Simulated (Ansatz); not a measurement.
TiO2: a ladder of calculations

Cell of run 1: a computed structure from the Materials Project (it need not be an observed phase).

```cif
data_TiO2
_symmetry_space_group_name_H-M 'P4_2/mnm'
_symmetry_Int_Tables_number 136
_cell_length_a 4.5998
_cell_length_b 4.5998
_cell_length_c 2.9592
_cell_angle_alpha 90.000
_cell_angle_beta 90.000
_cell_angle_gamma 90.000
loop_
_atom_site_label
_atom_site_type_symbol
_atom_site_symmetry_multiplicity
_atom_site_Wyckoff_symbol
_atom_site_fract_x
_atom_site_fract_y
_atom_site_fract_z
Ti Ti 2 b 0.5000 0.5000 0.0000
O O 4 g 0.6957 0.6957 0.5000
```

One atom of each set is listed.

Relaxed positions (PBE, cell held):

Ti (0.5000, 0.5000, 0.0000)
O (0.6957, 0.6957, 0.5000)

All runs are DFT with Ansatz 0.2.0 (plane waves and PAW, scalar-relativistic unless spin–orbit coupling is named, Γ-centred meshes, Fermi–Dirac smearing where given) in this cell.

Run 1: PBE, atoms as given; 420 eV, 7×7×11 k-points, smearing 0.01 eV.
Run 2: r2SCAN, at the relaxed atoms; 500 eV, 7×7×11 k-points, smearing 0.01 eV.
Run 3: r2SCAN, atoms relaxed; 500 eV, 7×7×11 k-points, smearing 0.01 eV.

**Question.** What does each run give, and what moves the gradients most?

**Answer.** 

```csv
run,Ti V_zz (η),O V_zz (η)
1,-2.04 (0.18),2.42 (0.98)
2,-2.09 (0.18),-2.67 (0.89)
3,-2.25 (0.29),-2.62 (0.91)
```

V_zz in 10²¹ V/m². Against run 1, the gradient tensors on these sites move by at most 0.27 in run 2 (O), 0.25 in run 3 (Ti). Taken one at a time, the functional (r2SCAN with its higher cutoff) moves the tensors on these sites by up to 0.27 (largest principal value of the change, on O), the positions of the atoms (as given or relaxed) by 0.21 (Ti). On some sites the largest principal value moves to another axis from run to run, and the sign of V_zz can flip with it. On O η is near 1, so the change of sign is little more than a relabelling of axes.
